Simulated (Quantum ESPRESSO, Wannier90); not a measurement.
# Tight-binding from DFT: PbF4 (I4/mmm)

Materials Project entry mp-341; symmetrised, unrelaxed at this level. COD (Crystallography Open Database) has an entry of this formula and space group (matched by these alone). Computed values, not measurements, from PBEsol: Quantum ESPRESSO (norm-conserving PseudoDojo potentials, cutoff 68 Ry, no spin polarisation, no spin-orbit coupling) on a Γ-centred 6×6×6 mesh, then Wannier90. Density: 8×8×8 mesh, cold smearing 0.01 Ry. The cell is built of weakly bound layers, chains or molecules. Database cells relaxed without dispersion often hold them too far apart, which can enlarge gaps and weakens couplings between them; spacing and stacking were not compared with the measured crystal. Spin-orbit coupling is left out although heavy elements are present.

```
begin unit_cell_cart
ang
    4.2935000000    0.0000000000    0.0000000000
    0.0000000000    4.2935000000    0.0000000000
   -2.1467500000   -2.1467500000    3.9330200000
end unit_cell_cart
mp_grid = 6 6 6
```

Task: Which shells of neighbouring k-points and which b-vectors and weights does Wannier90 pick for this cell and mesh?

Result: 
```
 *---------------------------------- K-MESH ----------------------------------*
 +----------------------------------------------------------------------------+
 |                    Distance to Nearest-Neighbour Shells                    |
 |                    ------------------------------------                    |
 |          Shell             Distance (Ang^-1)          Multiplicity         |
 |          -----             -----------------          ------------         |
 |             1                   0.266258                      2            |
 |             2                   0.277870                      8            |
 |             3                   0.344931                      4            |
 |             4                   0.435741                      8            |
 |             5                   0.467973                      8            |
 |             6                   0.487806                      4            |
 |             7                   0.532516                      2            |
 |             8                   0.555741                      8            |
       ... (lines left out)
 +----------------------------------------------------------------------------+
 | The b-vectors are chosen automatically                                     |
 | The following shells are used:                       1,  2                 |
 +----------------------------------------------------------------------------+
 |                        Shell   # Nearest-Neighbours                        |
 |                        -----   --------------------                        |
 |                          1               2                                 |
 |                          2               8                                 |
 +----------------------------------------------------------------------------+
 | Completeness relation is fully satisfied [Eq. (B1), PRB 56, 12847 (1997)]  |
 +----------------------------------------------------------------------------+
 |                  b_k Vectors (Ang^-1) and Weights (Ang^2)                  |
 |                  ----------------------------------------                  |
 |            No.         b_k(x)      b_k(y)      b_k(z)        w_b           |
 |            ---        --------------------------------     --------        |
 |             1         0.000000    0.000000    0.266258     2.850376        |
 |             2         0.000000    0.000000   -0.266258     2.850376        |
 |             3         0.000000    0.243903    0.133129     4.202481        |
 |             4         0.243903    0.000000    0.133129     4.202481        |
 |             5         0.000000    0.243903   -0.133129     4.202481        |
 |             6         0.243903    0.000000   -0.133129     4.202481        |
 |             7         0.000000   -0.243903   -0.133129     4.202481        |
 |             8         0.000000   -0.243903    0.133129     4.202481        |
 |             9        -0.243903    0.000000   -0.133129     4.202481        |
 |            10        -0.243903    0.000000    0.133129     4.202481        |
```
